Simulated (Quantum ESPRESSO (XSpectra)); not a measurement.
**Se K-edge X-ray absorption spectrum (XANES) of CdSe (P6₃mc)**

```
CdSe
1.0
    4.34609     0.00000     0.00000
   -2.17304     3.76382     0.00000
    0.00000     0.00000     7.08984
Cd Se
2 2
Direct
  0.66667   0.33333   0.49995
  0.33333   0.66667   0.99995
  0.66667   0.33333   0.87591
  0.33333   0.66667   0.37591
```

Geometry: Materials Project entry mp-1070 (a computed structure). The cell is the entry's, not relaxed again.

Absorber: atom 3, Se on Wyckoff site b (site symmetry 3m.), with 3 Cd at 2.66 Å, 1 Cd at 2.67 Å.

Method: LDA, full core hole, dipole K-edge X-ray absorption, plane waves, Troullier-Martins potentials made with ld1.x and PseudoDojo potentials for the other elements (Perdew-Zunger form enforced), scalar-relativistic, no spin, constant broadening (Quantum ESPRESSO (XSpectra)).

12-atom cell (absorber images 7.1 Å apart), 82 Ry, k meshes 2×2×2 (SCF) and 3×3×3 (spectrum), Lorentzian half width 1.5 eV. The ground-state test found a gap, so occupations are fixed and the excited electron is left out (charged cell on a uniform background); energies count from the highest occupied level. Field directions run: x; z, weighted by the site's symmetry in the crystal. Intensities are scaled to a mean of 1 over 0–35 eV.

(E (eV), intensity (scaled)): (-5.0, 0.08); (-4.5, 0.09); (-4.0, 0.10); (-3.5, 0.11); (-3.0, 0.12); (-2.5, 0.13); (-2.0, 0.15); (-1.5, 0.18); (-1.0, 0.21); (-0.5, 0.25); (0.0, 0.30); (0.5, 0.37); (1.0, 0.47); (1.5, 0.61); (2.0, 0.77); (2.5, 0.95); (3.0, 1.10); (3.5, 1.20); (4.0, 1.27); (4.5, 1.33); (5.0, 1.37); (5.5, 1.38); (6.0, 1.38); (6.5, 1.37); (7.0, 1.33); (7.5, 1.27); (8.0, 1.18); (8.5, 1.09); (9.0, 1.03); (9.5, 0.96); (10.0, 0.90); (10.5, 0.85); (11.0, 0.83); (11.5, 0.83); (12.0, 0.85); (12.5, 0.89); (13.0, 0.94); (13.5, 0.98); (14.0, 1.01); (14.5, 1.03); (15.0, 1.05); (15.5, 1.06); (16.0, 1.06); (16.5, 1.05); (17.0, 1.03); (17.5, 1.01); (18.0, 0.98); (18.5, 0.96); (19.0, 0.94); (19.5, 0.94); (20.0, 0.95); (20.5, 0.95); (21.0, 0.96); (21.5, 0.98); (22.0, 1.01); (22.5, 1.03); (23.0, 1.03); (23.5, 1.03); (24.0, 1.02); (24.5, 1.01); (25.0, 1.00); (25.5, 1.00); (26.0, 0.99); (26.5, 0.99); (27.0, 0.99); (27.5, 0.99); (28.0, 1.00); (28.5, 1.02); (29.0, 1.04); (29.5, 1.05); (30.0, 1.05); (30.5, 1.03); (31.0, 1.01); (31.5, 0.99); (32.0, 0.98); (32.5, 0.96); (33.0, 0.94); (33.5, 0.93); (34.0, 0.91); (34.5, 0.89)

The absolute edge energy is not computed.
